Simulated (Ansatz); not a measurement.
H:
```yaml
crystal:
  lattice:
    - [7.16812, 0.00000, 0.00000]
    - [0.00000, 7.17805, 0.00000]
    - [0.00000, 0.00000, 7.20126]
  atoms:
    - { symbol: H, position: [0.36652, 0.72187, 0.64507] }
    - { symbol: H, position: [0.13348, 0.27813, 0.14507] }
    - { symbol: H, position: [0.86652, 0.77813, 0.35493] }
    - { symbol: H, position: [0.63348, 0.22187, 0.85493] }
    - { symbol: H, position: [0.64362, 0.14751, 0.78078] }
    - { symbol: H, position: [0.85638, 0.85249, 0.28078] }
    - { symbol: H, position: [0.14362, 0.35249, 0.21922] }
    - { symbol: H, position: [0.35638, 0.64751, 0.71922] }
```

Relaxed with PBEsol. Special points in fractions of this cell's reciprocal vectors: Γ (0.000, 0.000, 0.000); X (0.500, 0.000, 0.000); S (0.500, 0.500, 0.000); Y (0.000, 0.500, 0.000); Z (0.000, 0.000, 0.500); U (0.500, 0.000, 0.500); R (0.500, 0.500, 0.500); T (0.000, 0.500, 0.500).

**Question.** List the band energies nearest the valence-band maximum at these points for PBEsol (plane waves, PAW; program Ansatz).

**Answer.** In eV from the valence-band maximum; about four levels below and three above (degenerate sets whole), none deeper than 8.9 eV; points with the same levels are listed once.

```csv
k,below,above
Γ,-0.17 -0.06 -0.02 0.00,9.74 10.13 10.19
X,-0.12 -0.12 0.00 0.00,9.95 9.95 10.34 10.34
S,-0.08 -0.08 -0.04 -0.04,9.87 9.87 10.34 10.34
Y,-0.10 -0.10 -0.02 -0.02,9.81 9.81 10.48 10.48
Z,-0.12 -0.12 0.00 0.00,9.69 9.69 10.60 10.60
U,-0.11 -0.11 -0.01 -0.01,9.64 9.64 10.66 10.66
R,-0.06 -0.06 -0.06 -0.06,9.92 9.92 9.92 9.92
T,-0.09 -0.09 -0.04 -0.04,9.77 9.77 10.18 10.18
```

Space group P2_12_12_1. The first step of the workflow began from a Materials Project structure, measured or hypothetical; the Crystallography Open Database copy checked does not list it. It is not the usual solid phase (space group No. 194). The cell was relaxed with PBEsol under the symmetry of its start; whether a distortion lowers the energy is not shown. The substance is a gas or liquid at ambient conditions. A crystal of weakly bound units computed without a dispersion correction: the cell and the soft elastic constants depend strongly on that.

Potentials: the later of the program's two PAW sets.
